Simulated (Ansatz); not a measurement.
Fermi surface of Ta (Im-3m)

```
CELL_PARAMETERS angstrom
-1.64119 1.64119 1.64119
1.64119 -1.64119 1.64119
1.64119 1.64119 -1.64119
ATOMIC_POSITIONS crystal
Ta 0.00000 0.00000 0.00000
```

Level of theory, where no other is named: PBEsol, all-electron LAPW in Ansatz 0.2.0, scalar-relativistic. k mesh 14×14×14, fine mesh 24×24×24, Fermi-Dirac smearing of 0.100 eV, basis error target 1 meV/atom. The cell was relaxed by PAW under this functional.

Levels and slopes are solved on a 24×24×24 mesh, and each state is taken as quadratic over its cell.

**Question.** What is the density of states at the Fermi level, and which bare Sommerfeld coefficient follows?

**Answer.** N(E_F) = 1.25 states/eV/atom (both spins), so γ = (π²/3) k_B² N(E_F) = 2.96 mJ/(mol-atom K²) without electron-phonon or spin-fluctuation enhancement.

**Question.** What Drude plasma energy and σ/τ do the band velocities give?

**Answer.** (ħω_p,α)² = (e²/ε₀VN_k) Σ_nkσ (∂E/∂k_α)² δ(E − E_F) gives ħω_p = (9.32, 9.32, 9.32) eV along x, y, z, and σ/τ = ε₀ω_p² = 17.7×10²⁰ Ω⁻¹m⁻¹s⁻¹ along x. Weighted by the density of states, the mean Fermi speed is 0.651×10⁶ m/s; the surface has an area of 37.7 Å⁻² for each spin direction.

**Question.** Which bands cross the Fermi level, and what do they carry?

**Answer.** 

```
band  filled part  N (states/eV/cell)  speed (10⁶ m/s)  5th to 95th percentile  area (Å⁻²)        filling
   1         0.95               0.209            0.511            0.41 to 0.74        4.92    nearly full
   2         0.55                1.04            0.679            0.38 to 1.08        32.8  partly filled
```

**Question.** Map the plane k₃ = 0 of the mesh: how many bands lie under the Fermi level at each point, counted from the least on the plane?

**Answer.** k₁ runs to the right and k₂ upwards, each from −½ to ½ with 0 in the middle (the axes needn't be at right angles):
```
111112222111111112222111
111112222211111112222211
111112222221111112222221
211112222222111122222222
222222222222222222222222
222222222222222222222222
222222211111122222222222
222222210000012222222111
112222210000001222221111
111222210000000122221111
111122210000000012221111
111112210000000001221111
111112221000000001222111
111112222100000001222211
111112222210000001222221
211122222221000001222222
222222222222111111222222
222222222222222222222222
222222222222222222222222
222222222111122222221111
112222221111112222221111
111222221111111222221111
111122221111111122221111
111122222111111122222111
```

**Question.** On PAW files the program sums the optical response inside the mesh cells, interband lines and its own Drude term. Where does ε₁ rise through zero (a sharp plasmon if ε₂ is small there), and how much light is reflected?

**Answer.** 

```json
{"Fine mesh": "24, 24, 24", "Window top": "20 eV", "Line width": "0.25 eV", "Drude damping": "0.03 eV", "ε₁ rises through zero at x": "2.13 eV", "ε₂ there x": "10.73", "Plasma energy (x, y, z)": "8.947, 8.947, 8.947 eV", "Reflectivity at 1 eV, x-polarised": "0.9583", "Reflectivity at 2 eV, x-polarised": "0.4808", "Reflectivity at 3 eV, x-polarised": "0.473"}
```

The plasma energy here is the program's own sum at the run's smearing; it differs from the value above by up to 4 %, through mesh and smearing.

**Question.** What does PAW give for the same cell?

**Answer.** N(E_F) = 1.25 states/eV/atom and ħω_p,x = 9.32 eV.

Limits of these numbers: no spin-orbit coupling on heavy atoms; these sums move with the mesh, by several per cent and more for small sheets; frozen-core PAW files fitted under PBE, their cores solved anew for the functional of the run.
